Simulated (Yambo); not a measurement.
Excitons in KCl at -0.7 % isotropic strain

```
KCl
1.0
    0.00000     3.09906     3.09906
    3.09906     0.00000     3.09906
    3.09906     3.09906     0.00000
Cl K
1 1
Cartesian
  3.09906   3.09906   3.09906
  6.19813   6.19813   6.19813
```

The PBEsol cell relaxed from Materials Project entry mp-23193 was given an isotropic strain of -0.7 % on all lattice vectors, and the atoms were relaxed again.

BSE in Yambo on PBEsol (pw.x of Quantum ESPRESSO, ONCV potentials, without SOC) bands: 8×8×8 mesh, 3 valence and 6 conduction bands, static screening with 30 bands and a 4 Ry block, scissor 3.09 eV, Tamm-Dancoff; field along x.

```
state  energy (eV)  states within 2 meV  relative strength   class    main transitions
-----  -----------  -------------------  -----------------  ------  ------------------
1             7.26                    3               1.00  strong  several band pairs
2             7.86                    3               0.16  strong  several band pairs
3             8.07                    3             < 0.01    dark  several band pairs
4             8.12                    2             < 0.01    dark  several band pairs
5             8.13                    3             < 0.01    dark  several band pairs
6             8.25                    3             < 0.01    dark  several band pairs
7             8.25                    2             < 0.01    dark  several band pairs
8             8.28                    1             < 0.01    dark   VB−2 → CB (100 %)
9             8.31                    3             < 0.01    dark  several band pairs
```

These are vertical excitations (zero momentum). The direct quasiparticle gap on this mesh is 8.27 eV; counted from there, state 1 is bound by 1.01 eV. Convergence with the mesh was not shown.

States at or above the direct gap are the continuum as this mesh samples it, not bound excitons.

Spin singlets only. Strengths are relative to the strongest of the lowest states of this run; strong means a line over 3 % of the spectrum's maximum, dark under 0.03 %. Absolute energies carry the error of the G0W0 scissor, whose convergence isn't established.
